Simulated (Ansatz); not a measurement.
## AlRh: energy along a strain

AlRh, Pm-3m, a = 2.977 Å (as given, not relaxed at this level: -6.1 GPa). The structure is a Materials Project entry; whether it is the stable form wasn't checked. Ansatz: LDA, PAW, 420 eV, Γ-centred 16×16×16 mesh on 2 atoms, Gaussian smearing 0.15 eV; no spin polarisation. Cell vectors (Å): 2.977 0.000 0.000; 0.000 2.977 0.000; 0.000 0.000 2.977. The cell is strained by x per cent times the pattern (0 1 0 0 0 0) in the order xx yy zz yz xz xy (engineering shears), with fractional coordinates held. y is the free energy over the start, V0 = 13.196 Å³/atom.

```tsv
x (%)	y (meV/atom)
-4.00	4.19
-3.00	-1.89
-2.00	-4.40
0.00	0.00
1.00	6.22
3.00	?
4.00	36.73
```

Problem. Fit y = c1 x + c2 x² + c3 x³ to the other rows, get the stiffness along the pattern, and predict the missing energy.

Solution. Least squares on the rows shown. y = 4.9875 x + 1.2789 x² − 0.057527 x³. The clamped-ion stiffness p·C·p = 2 × 12.79 eV × 160.2 / 13.196 Å³ = 311 GPa, which is C22 in these axes (C11 of the cubic crystal) (second derivative at the start, which stands under stress). At x = 3.00 the fit asked for gives 24.92 meV/atom. The run gave 24.84 meV/atom, so the fit is 0.08 meV/atom too high, a small miss on the scale of the series.